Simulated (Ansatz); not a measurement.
Relaxation of a generated cell, Ag built in the AFLOW prototype A_aP4_2_aci; 4 atoms in the cell, which starts as P-1 (No. 2), aP4; a = 2.7984 Å, b = 3.3134 Å, c = 7.4264 Å, α = 85.70°, β = 89.06°, γ = 85.15°. Method: PBE (plane waves to 420 eV, PAW, scalar-relativistic; Ansatz, an electronic-structure program). Γ-centred k-mesh 12×10×5 on the run's cell (coarser than for final values), Fermi–Dirac smearing 0.05 eV. This is the first round of the run. 

The optimiser's lines from the output (shortened; P is positive under compression):

```
relax step   1: F+E_penalty+E_count = -30361.62848398 eV  Δ(F+E_penalty+E_count) = +0.000e0 eV  max|allowed force component| = 1.344e0 eV/Å  Δτ_max = 0.0000 Å  P = +11.302 GPa  Ω = 68.418 Å³  (8 SCF iters, dr2 threshold 1.00e-7 eV, accepted)
relax step   2: F+E_penalty+E_count = -30362.24723998 eV  Δ(F+E_penalty+E_count) = -6.188e-1 eV  max|allowed force component| = 3.150e-1 eV/Å  Δτ_max = 0.1901 Å  P = -0.748 GPa  Ω = 73.554 Å³  (8 SCF iters, dr2 threshold 4.00e-7 eV, accepted)
relax step   3: F+E_penalty+E_count = -30362.38763454 eV  Δ(F+E_penalty+E_count) = -1.404e-1 eV  max|allowed force component| = 7.552e-2 eV/Å  Δτ_max = 0.0920 Å  P = +0.383 GPa  Ω = 71.577 Å³  (7 SCF iters, dr2 threshold 4.00e-7 eV, accepted)
relax step   4: F+E_penalty+E_count = -30362.44328358 eV  Δ(F+E_penalty+E_count) = -5.565e-2 eV  max|allowed force component| = 2.322e-2 eV/Å  Δτ_max = 0.0180 Å  P = +0.566 GPa  Ω = 71.074 Å³  (5 SCF iters, dr2 threshold 4.00e-7 eV, accepted)
relax step   5: F+E_penalty+E_count = -30362.44745494 eV  Δ(F+E_penalty+E_count) = -4.171e-3 eV  max|allowed force component| = 8.716e-4 eV/Å  Δτ_max = 0.0108 Å  P = +0.160 GPa  Ω = 71.348 Å³  (5 SCF iters, dr2 threshold 4.00e-7 eV, accepted)
relax step   6: F+E_penalty+E_count = -30362.44782501 eV  Δ(F+E_penalty+E_count) = -3.701e-4 eV  max|allowed force component| = 7.725e-5 eV/Å  Δτ_max = 0.0004 Å  P = +0.013 GPa  Ω = 71.455 Å³  (4 SCF iters, dr2 threshold 1.89e-7 eV, accepted)
relax step   7: F+E_penalty+E_count = -30362.44792522 eV  Δ(F+E_penalty+E_count) = -1.002e-4 eV  max|allowed force component| = 1.569e-3 eV/Å  Δτ_max = 0.0007 Å  P = +0.006 GPa  Ω = 71.456 Å³  (5 SCF iters, dr2 threshold 1.23e-8 eV, accepted)
relax step   8: F+E_penalty+E_count = -30362.45050800 eV  Δ(F+E_penalty+E_count) = -2.583e-3 eV  max|allowed force component| = 1.564e-3 eV/Å  Δτ_max = 0.0000 Å  P = +0.015 GPa  Ω = 71.456 Å³  stress off target by 1.10e-1 GPa  SCF on the basis re-selected at this cell (its energy is not comparable with the rows above)  (7 SCF iters)
relax step   9: F+E_penalty+E_count = -30362.45065806 eV  Δ(F+E_penalty+E_count) = -1.501e-4 eV  max|allowed force component| = 1.087e-2 eV/Å  Δτ_max = 0.0029 Å  P = +0.045 GPa  Ω = 71.434 Å³  (5 SCF iters, dr2 threshold 3.04e-8 eV, accepted)
relax step  10: F+E_penalty+E_count = -30362.45068794 eV  Δ(F+E_penalty+E_count) = -2.988e-5 eV  max|allowed force component| = 2.038e-4 eV/Å  Δτ_max = 0.0023 Å  P = -0.000 GPa  Ω = 71.469 Å³  (5 SCF iters, dr2 threshold 1.78e-8 eV, accepted)
relax step  11: F+E_penalty+E_count = -30362.45071018 eV  Δ(F+E_penalty+E_count) = -2.224e-5 eV  max|allowed force component| = 1.910e-4 eV/Å  Δτ_max = 0.0000 Å  P = -0.001 GPa  Ω = 71.469 Å³  stress off target by 6.86e-3 GPa  SCF on the basis re-selected at this cell (its energy is not comparable with the rows above)  (6 SCF iters)
```

From the first to the last row the energy changes by -0.21 eV/atom and the volume by +4.5 %. The last row is marked as not comparable with the walk above it, whose basis was carried along; it does compare with step 1, since both stand on a basis selected at the nominal cutoff for their own cell.

Later rounds, restarted from the end of this one on a renewed k-mesh, logged 12 more steps and released under 0.01 eV/atom more. The final structure after all rounds: Fm-3m (No. 225), cF4, fcc (Cu type); a = b = c = 4.1482 Å, α = β = γ = 90.00°. Between re-selections the logged energies stand on a plane-wave basis carried along with the cell. No spin polarisation in the result.

The run could not lose the symmetry of its start.
